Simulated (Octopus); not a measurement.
Ca2Ge (Fm-3m, No. 225), cubic lattice constant 7.187 Å. This is not, or not surely, the usual phase at ambient conditions; the cell is a database entry, not relaxed again.

Method: LDA in Octopus 16.4; grid spacing about 0.17 Å, Γ-centred 4×4×4 k-mesh, Fermi-Dirac smearing of 0.01 eV, no spin polarisation; PseudoDojo 0.4 LDA potentials. Spin-orbit coupling is left out. The cell is scaled uniformly. Energies of the lowest empty band count from each cell's highest valence level among the special points, at X; they are Kohn-Sham values at fixed points of the zone.

| a (Å) | ln(V/V₀) | Γ (eV) | X (eV) | L (eV) |
|---|---|---|---|---|
| 6.864 | -0.1381 | 1.607 | 0.335 | 2.434 |
| 6.936 | -0.1069 | 1.510 | 0.386 | 2.428 |
| 7.008 | -0.0760 | 1.412 | 0.433 | 2.419 |
| 7.080 | -0.0453 | ? | ? | ? |
| 7.151 | -0.0150 | 1.219 | 0.517 | 2.393 |
| 7.187 | 0.0000 | 1.171 | 0.536 | 2.385 |
| 7.259 | 0.0299 | 1.076 | 0.571 | 2.367 |

V₀ is the volume of the database cell.

**Question.** Fit each column by a quadratic in ln V through the rows shown. Give the volume deformation potentials dE/d ln V at the withheld row, and predict that row.

**Answer.** Fits: Γ: 1.171 −3.18 x −0.2 x²; X: 0.536 +1.22 x −1.7 x²; L: 2.385 −0.55 x −1.4 x², with x = ln(V/V₀). At x = -0.0453 the slopes are −3.2 eV (Γ), +1.4 eV (X), −0.4 eV (L). Predicted against computed: 1.315 against 1.315 eV, 0.477 against 0.477 eV, 2.407 against 2.407 eV.

The lowest of these levels is that at X in all rows.
